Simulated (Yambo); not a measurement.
```
In
1.0
   -1.69470     1.69470     2.29737
    1.69470    -1.69470     2.29737
    1.69470     1.69470    -2.29737
In
1
Direct
  0.00000   0.00000   0.00000
```

The geometry is that of Materials Project entry mp-85, symmetrised and not relaxed again.

Task: Where are the main features of Im ε from RPA with local fields on PBEsol bands (Yambo; 18×18×18 mesh, 35 bands, 4 Ry local-field block, 0.25 eV broadening; field along x)?

Result: Peaks at 1.4 eV (24), heights in brackets. Towards the low-energy cut the curve rises above these peaks. Only interband transitions are included: the Drude term is missing, so nothing below about 0.6 eV and no real part is shown. Structure narrower than a few tenths of an eV can come from the finite k mesh. 

Spin-orbit coupling is not included.
